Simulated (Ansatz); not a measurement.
Values for one crystal, relaxed and computed with DFT-PBE+D3(BJ) in the program Ansatz with PAW potentials; other levels are named.

```yaml
volume_per_atom: 14.66 Å³
electronic_character: metallic (no gap)
Poisson's ratio: 0.29
Density of states at the Fermi level: 0.76 states/eV per atom (mean over ±0.08 eV)
mechanical_stability: stable (all eigenvalues of C positive)
Elastic constants (relaxed ions, GPa): C11 = 635, C12 = 282, C13 = 228, C33 = 696, C44 = 171
Bulk modulus (Birch–Murnaghan fit): 382 GPa
```

Question: Pick the material that matches.
(A) Au, fcc (Cu type)
(B) Zr, hcp (Mg type)
(C) Bi, A7 (α-As type)
(D) Re, hcp (Mg type)

Answer: D, Re, hcp (Mg type)

Space group P6_3/mmc (hcp (Mg type)). The PBE+D3(BJ) relaxation kept the symmetry of its start. The run is not spin-polarised. The pairwise dispersion correction was not fitted to metals. As this level gives no gap, shear constants depend on the k-mesh and smearing (Fermi–Dirac, 0.1 eV here). Spin–orbit coupling is left out wherever it is not named.

Potentials: the later of the program's two PAW sets.
